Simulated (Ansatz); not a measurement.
Si2Ru in space group P4_2/mnm (No. 136; Ru on 2a, Si on 4f), DFT-r²SCAN in the program Ansatz with PAW potentials. The conduction-band minimum lies on the Γ–Z line, 62 % of the way from Γ, with 2 equivalent valleys. Second derivatives d²E/dk² of the lowest band at one valley (eV·Å²), along Cartesian directions:

```
direction  d²E/dk²
---------  -------
[100]        13.98
[010]        13.98
[001]        22.68
[110]        13.96
[101]        18.32
[011]        18.32
```

Task: Find the principal effective masses, the density-of-states mass and the conductivity mass.

Result: Off-diagonal terms follow from H_xy = H[110] − (H_xx + H_yy)/2, and m*/mₑ = 7.620 eV·Å² over each eigenvalue: 0.34, 0.54, 0.55. One valley's DOS mass (m₁m₂m₃)^(1/3) = 0.46, conductivity mass 3/(Σ 1/mᵢ) = 0.45 mₑ.

Task: What effective density of states Nc follows at 300 K for parabolic valleys?

Result: Nc = 2.509e19 × 2 × (0.46)^(3/2) ≈ 1.6e19 cm⁻³.

The start of the workflow was typed in or built on a structure type; neither database checked (COD, Materials Project) lists it. Its standing as an ambient phase is unchecked. Symmetry was held in the r²SCAN relaxation; whether a distortion lowers the energy is not shown. No spin polarisation was allowed. The volume moved by 20 % from the start of the relaxation. Spin–orbit coupling is left out wherever it is not named.

Potentials: the later of the program's two PAW sets.

Edges and masses are those of Kohn–Sham bands, whose gap is no quasiparticle gap.
